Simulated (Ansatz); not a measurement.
A scan (energy over volume and axial ratio; atoms clamped) gave these values. Calculation: r2SCAN (plane waves to 500 eV, PAW, scalar-relativistic; Ansatz, a quantum-chemistry and plane-wave program).

| Quantity | Value |
|---|---|
| Modulus against c/a change at fixed volume, (3/4V)·∂²E/∂(ln c/a)² (fit, atoms clamped) | 220 GPa, an upper bound as the atoms could relax |

Question: Of these crystals, all scanned alike, which one is it?
(A) BaTiO₃ (tetragonal-perovskite type, space group P4mm)
(B) WSi₂ (MoSi2 type, space group I4/mmm)
(C) CdSe (wurtzite)
(D) Os (hcp, Mg type)

Answer: B, WSi₂ (MoSi2 type, space group I4/mmm). The others have, for the modulus against c/a change at fixed volume, (3/4V)·∂²E/∂(ln c/a)²: Os 318 GPa, CdSe 44 GPa, BaTiO3 98 GPa

All were relaxed with their symmetry unable to fall. BaTiO3 is run without spin polarisation. Os is run without spin polarisation. Spin-orbit coupling is left out. WSi2 is run without spin polarisation. As the atoms are clamped, bonds stretch with the cell, which overstates energies and stresses. With partly filled bands, the response to shear is sensitive to the k mesh, so small differences along c/a are uncertain.

(Under strain, the slope of the energy per volume gives the stress and its curvature an elastic modulus.)
